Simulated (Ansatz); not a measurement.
A distorted cell of NaI (rock salt):

```
NaI
1.0
    0.00000     6.52904     6.52904
    3.26452     0.00000     3.26452
    3.26452     3.26452     0.00000
I Na
2 2
Direct
  0.00000   0.00000   0.00000
  0.50000   0.00000   0.00000
  0.25000   0.52466   0.48407
  0.75000   0.47534   0.51593
```

These are PBE (plane waves to 420 eV, PAW, scalar-relativistic; Ansatz, a first-principles code) values and carry that method's errors. k mesh 9×9×9 (Γ-centred), Fermi-Dirac smearing 0.05 eV. Stress and pressure are positive under compression. NaI was relaxed with its symmetry unable to fall. Spin-orbit coupling is left out, though I is heavy.

Task: Predict the force on every atom, in eV/Å.

Result: 
```csv
atom,Fx,Fy,Fz
I1,0.000,0.000,0.000
I2,0.000,0.000,0.000
Na3,-0.025,0.046,-0.072
Na4,0.025,-0.046,0.072
```

(For displaced atoms, the force is minus the slope of the energy, and its curvature is a force constant, which sets phonon frequencies.)
